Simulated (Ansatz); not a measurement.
## CaO: sound and stiffness along [100], [110] and [111]

Method: DFT PBE, scalar-relativistic, plane waves, PAW in Ansatz. Cutoff 420 eV, 8×8×8 k-points (Γ-centred), fixed occupations. No spin polarisation.

The cell is fixed (symmetry leaves no force on the atoms) and stands under 0.2 GPa:
```yaml
crystal:
  lattice:
    - [0.00000, 2.41400, 2.41400]
    - [2.41400, 0.00000, 2.41400]
    - [2.41400, 2.41400, 0.00000]
  atoms:
    - { symbol: Ca, position: [0.00000, 0.00000, 0.00000] }
    - { symbol: O, position: [0.50000, 0.50000, 0.50000] }
```

The cell is the ideal cubic rocksalt prototype.

With ions relaxed, on the cubic axes: C11 = 203.0, C12 = 57.9, C44 = 75.7 GPa. The density is 3.310 g/cm³. Zone-centre modes weren't checked beside this run.

Question: Is the crystal stable against strain, and how anisotropic is it?

Answer: Born's conditions hold: C11 + 2C12 = 318.8, C11 − C12 = 145.2 and C44 = 75.7 GPa are all positive. B = (C11 + 2C12)/3 = 106.3 GPa. The two shear moduli are C44 and C′ = (C11 − C12)/2 = 72.6 GPa, so Zener's ratio is A = C44/C′ = 1.04: nearly isotropic. The Cauchy pressure C12 − C44 is -17.9 GPa; it would vanish for pair forces between atoms on inversion centres at zero pressure, and a negative value is usual with directional bonding, though many-body forces give one in some ionic oxides too.

Question: Give the sound speeds along the three symmetry directions.

Answer: The Christoffel equation gives ρv² for each branch:
```csv
direction,branch,ρv²,GPa,v (m/s)
[100],L,C11,203.0,7832
[100],T (×2),C44,75.7,4783
[110],L,(C11 + C12 + 2C44)/2,206.2,7893
[110],"T, u ∥ [001]",C44,75.7,4783
[110],"T, u ∥ [1-10]",(C11 − C12)/2,72.6,4683
[111],L,(C11 + 2C12 + 4C44)/3,207.2,7913
[111],T (×2),(C11 − C12 + C44)/3,73.6,4717
```

Question: How does Young's modulus depend on direction?

Answer: Inverting gives S11 = 5.638, S12 = -1.251, S44 = 13.205 TPa⁻¹. Along a unit vector (l, m, n), 1/E = S11 − 2(S11 − S12 − S44/2)(l²m² + m²n² + n²l²), where the last bracket is 0, 1/4 and 1/3 for [100], [110] and [111]: E = 177, 182 and 184 GPa. With A > 1 the body diagonal is stiffest. For a film on (001), the biaxial modulus is C11 + C12 − 2C12²/C11 = 228 GPa and the normal strain is −2C12/C11 = -0.57 times the in-plane one.